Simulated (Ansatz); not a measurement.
Values for one crystal, relaxed and computed with plane-wave PAW r²SCAN (Ansatz code); other levels are named.

```yaml
volume_per_atom: 17.10 Å³
band_gap: 4.41 eV (smallest direct gap 4.42 eV)
hole_effective_mass: 2.6, 4.2, 7.9 mₑ (principal values)
Bulk modulus (Birch–Murnaghan fit): 16.2 GPa
Pressure derivative B′: 4.7
Formation energy from the elements (no fitted shifts): -0.47 eV/atom
electron_effective_mass: 0.52, 0.77, 0.77 mₑ (principal values)
```

Which compound is it?
A) CsH, rock salt
B) Cs3CoF6, Fm-3m (Cs on 8c, Cs on 4b, Co on 4a, F on 24e)
C) K2TeCl6, Fm-3m (K on 8c, Te on 4a, Cl on 24e)
D) Rb2H6Pt, Fm-3m (Rb on 8c, H on 24e, Pt on 4a)

D, Rb2H6Pt, Fm-3m (Rb on 8c, H on 24e, Pt on 4a)

The workflow started from a Materials Project entry (that database holds measured and hypothetical structures alike); the Crystallography Open Database copy checked does not list it. Whether it is the stable phase at ambient conditions was not checked. The r²SCAN relaxation kept the symmetry of its start; its stability against distortions is not shown here. No spin polarisation was allowed. The references are the lowest solids computed at this level, not always the standard phases (solids in place of the gases). Spin–orbit coupling is left out wherever it is not named.

Potentials: the later of the program's two PAW sets.
